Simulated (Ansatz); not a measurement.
Sn3Te2Se:
```
Sn3Te2Se
1.0
    4.37214     0.00000     0.00000
   -2.18607     3.78638     0.00000
    0.00000     0.00000    10.65247
Sn Te Se
3 2 1
Direct
  0.00000   0.00000   0.50000
  0.33333   0.66667   0.15150
  0.66667   0.33333   0.84850
  0.33333   0.66667   0.67438
  0.66667   0.33333   0.32562
  0.00000   0.00000   0.00000
```

Relaxed with PBEsol. Special points in fractions of this cell's reciprocal vectors: Γ (0.000, 0.000, 0.000); M (0.500, 0.000, 0.000); K (0.333, 0.333, 0.000); A (0.000, 0.000, 0.500); L (0.500, 0.000, 0.500); H (0.333, 0.333, 0.500).

Question: List the band energies nearest the Fermi level at these points for PBEsol with spin–orbit coupling in the plane-wave PAW code Ansatz.

Answer: In eV from the Fermi level; about four levels below and three above (degenerate sets whole), none deeper than 8.9 eV; points with the same levels are listed once.

```
k                    below                          above
-  -----------------------  -----------------------------
Γ  -0.74 -0.74 -0.51 -0.51            0.75 0.75 0.85 0.85
M  -1.65 -1.65 -1.63 -1.63            1.48 1.48 1.48 1.48
K  -2.14 -2.14 -2.05 -2.05            2.01 2.01 2.10 2.10
A  -1.27 -1.27 -0.12 -0.12            0.28 0.28 0.44 0.44
L  -1.65 -1.65 -0.17 -0.17            0.28 0.28 0.48 0.48
H  -0.92 -0.92 -0.82 -0.82  0.57 0.57 0.93 0.93 0.93 0.93
```

Space group P-3m1. The workflow started from a Materials Project entry (that database holds measured and hypothetical structures alike); the Crystallography Open Database copy checked does not list it. Whether it is the stable phase at ambient conditions was not checked. The PBEsol relaxation kept the symmetry of its start; of distortions, only those at the zone centre were tested. The Fermi level of a semimetal is unsure by some 0.05 eV on such meshes.

Potentials: the later of the program's two PAW sets.
